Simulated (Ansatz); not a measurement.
# Data sheet: Ir (DFT)

Ir (bcc (W type), space group No. 229), a = b = c = 3.088 Å, α = β = γ = 90.00°; the cell used has 1 atom.

Space group Im-3m (No. 229), bcc (W type); conventional cell a = b = c = 3.088 Å, α = β = γ = 90.00°.

Method: r²SCAN (plane waves, PAW; program Ansatz). The cell and atoms are relaxed at this level. Other levels are named where they apply.

### Cell and energy

| Property | Result |
|---|---|
| Volume per atom | 14.72 Å³ |
| Density | 21.68 g/cm³ |

### Electronic structure

| Item | Value |
|---|---|
| Electronic character | metallic (no gap) |
| Density of states at the Fermi level | 3.2 states/eV per atom (mean over ±0.08 eV) |
| Gap with spin–orbit coupling | none (metallic) |

### Mechanics

| Property | Value |
|---|---|
| Bulk modulus (Birch–Murnaghan fit) | 333 GPa |
| Pressure derivative B′ | 5.0 |
| Elastic constants (relaxed ions, GPa) | C11 = -126, C12 = 563, C44 = 180 |
| Mechanical stability | unstable (C has a negative eigenvalue) |

The start of the workflow was typed in or built on a structure type; neither database checked (COD, Materials Project) lists it. It is not the phase usual at ambient conditions (space group No. 225). The cell was relaxed with r²SCAN under the symmetry of its start. No spin polarisation was allowed. As this level gives no gap, shear constants depend on the k-mesh and smearing (Fermi–Dirac, 0.1 eV here). Scalar-relativistic: spin–orbit coupling is off unless named, which matters more the heavier the elements.

Potentials: the later of the program's two PAW sets.
